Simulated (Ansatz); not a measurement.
GeSe in space group Pnma (No. 62; Ge on 4c, Se on 4c), plane-wave PAW PBE+D3(BJ) (Ansatz code), all energies at zero smearing, with the estimated change up to a 700 eV cutoff added, with one set of potentials and settings (totals compare only within such a set). Cell of 8 atoms (4 Ge, 4 Se): -39060.981 eV.

```csv
element,reference phase,E (eV/atom)
Ge,"Fd-3m, 2 atoms in the cell",-4295.2765
Se,"P3_121, 3 atoms in the cell",-5469.4170
```

Formation energy per atom, worked out: (-39060.981 − 4×(-4295.2765) − 4×(-5469.4170))/8 = -0.276 eV/atom (-27 kJ per mol of atoms), at 0 K, without zero-point energy or fitted corrections.

The cell was relaxed with PBE+D3(BJ) under the symmetry of its start. The references are the lowest solids computed at this level, not always the standard phases.

Potentials: the earlier of the program's two PAW sets.
